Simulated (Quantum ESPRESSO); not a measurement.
**Band energies of Cs2IBrCl6**

```
Cs2IBrCl6
1.0
    0.00000     5.68592     5.68592
    5.68592     0.00000     5.68592
    5.68592     5.68592     0.00000
Cl Br I Cs
6 1 1 2
Direct
  0.22816   0.77184   0.77184
  0.77184   0.22816   0.22816
  0.77184   0.22816   0.77184
  0.22816   0.77184   0.22816
  0.77184   0.77184   0.22816
  0.22816   0.22816   0.77184
  0.50000   0.50000   0.50000
  0.00000   0.00000   0.00000
  0.25000   0.25000   0.25000
  0.75000   0.75000   0.75000
```

PBEsol (Quantum ESPRESSO, PseudoDojo norm-conserving, 70 Ry, without SOC); path ΓXWKΓLUWLK,UX; energies in eV from the valence-band maximum.

| k (1/Å) | point | band 33 | band 34 | band 35 | band 36 | band 37 | band 38 | band 39 | band 40 |
|---|---|---|---|---|---|---|---|---|---|
| 0.00 | Γ | -1.92 | -1.92 | -1.50 | -1.50 | -1.50 | 1.66 | 1.66 | 1.66 |
| 0.28 |  | -2.11 | -1.92 | -1.32 | -1.32 | -0.24 | 0.92 | 1.62 | 1.62 |
| 0.55 | X | -1.93 | -1.90 | -1.20 | -1.20 | -1.00 | 1.54 | 1.60 | 1.60 |
| 0.55 | W | -2.07 | -2.07 | -1.08 | -1.08 | -0.22 | 0.91 | 1.56 | 1.56 |
| 0.75 | K | -2.12 | -1.99 | -1.05 | -0.79 | -0.65 | 1.29 | 1.32 | 1.55 |
| 1.14 |  | -2.00 | -1.94 | -1.37 | -0.96 | -0.80 | 1.36 | 1.37 | 1.64 |
| 1.33 | Γ | -1.92 | -1.92 | -1.50 | -1.50 | -1.50 | 1.66 | 1.66 | 1.66 |
| 1.81 | L | -2.07 | -2.02 | -0.37 | -0.37 | 0.00 | 0.82 | 0.95 | 0.95 |
| 1.98 |  | -2.07 | -2.02 | -0.73 | -0.50 | -0.25 | 1.01 | 1.07 | 1.29 |
| 2.15 | U | -2.12 | -1.99 | -1.05 | -0.79 | -0.65 | 1.29 | 1.32 | 1.55 |
| 2.15 | W | -2.07 | -2.07 | -1.08 | -1.08 | -0.22 | 0.91 | 1.56 | 1.56 |
| 2.28 |  | -2.06 | -2.05 | -0.94 | -0.86 | -0.22 | 0.91 | 1.42 | 1.45 |
| 2.54 | L | -2.07 | -2.02 | -0.37 | -0.37 | 0.00 | 0.82 | 0.95 | 0.95 |
| 2.65 |  | -2.07 | -2.02 | -0.56 | -0.43 | -0.14 | 0.92 | 1.01 | 1.13 |
| 2.88 | K | -2.12 | -1.99 | -1.05 | -0.79 | -0.65 | 1.29 | 1.32 | 1.55 |
| 2.88 | U | -2.12 | -1.99 | -1.05 | -0.79 | -0.65 | 1.29 | 1.32 | 1.55 |
| 3.08 | X | -1.93 | -1.90 | -1.20 | -1.20 | -1.00 | 1.54 | 1.60 | 1.60 |

The PBEsol gap is direct, 0.82 eV at L.

Without spin-orbit coupling, band edges of such heavy elements can be off by tenths of an eV.

Geometry of the Materials Project entry, not relaxed at this level.

The structure is a Materials Project entry; no match was found in the copy of COD used, and its stability was not checked.
